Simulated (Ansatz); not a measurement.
Li4Nb6NiO18 in space group P3 (No. 143; Pearson symbol hP29), plane-wave PAW r²SCAN (Ansatz code), all energies at zero smearing, with the estimated change up to a 700 eV cutoff added, with one set of potentials and settings (totals compare only within such a set). Cell of 29 atoms (4 Li, 6 Nb, 1 Ni, 18 O): -44313.652 eV.

```csv
element,reference phase,E (eV/atom)
Li,"Fm-3m, 1 atoms in the cell",-205.1371
Nb,"Im-3m, 1 atoms in the cell",-4563.6321
Ni,"Fm-3m, 1 atoms in the cell, spin-polarised",-5845.2912
O,"C2/m, 4 atoms in the cell, spin-polarised",-566.0281
```

Formation energy per atom, worked out: (-44313.652 − 4×(-205.1371) − 6×(-4563.6321) − 1×(-5845.2912) − 18×(-566.0281))/29 = -2.673 eV/atom (-258 kJ per mol of atoms), at 0 K, without zero-point energy or fitted corrections.

The start of the workflow was typed in or built on a structure type; neither database checked (COD, Materials Project) lists it. Its standing as an ambient phase is unchecked. Symmetry was held in the r²SCAN relaxation; its stability against distortions is not shown here. Spin order of the final state: ferromagnetic, the only order run, not a proven ground state. Other orbital occupations within this spin state were not tried. No Hubbard U is applied. The references are the lowest solids computed at this level, not always the standard phases (solids in place of the gases).

Potentials: the later of the program's two PAW sets.
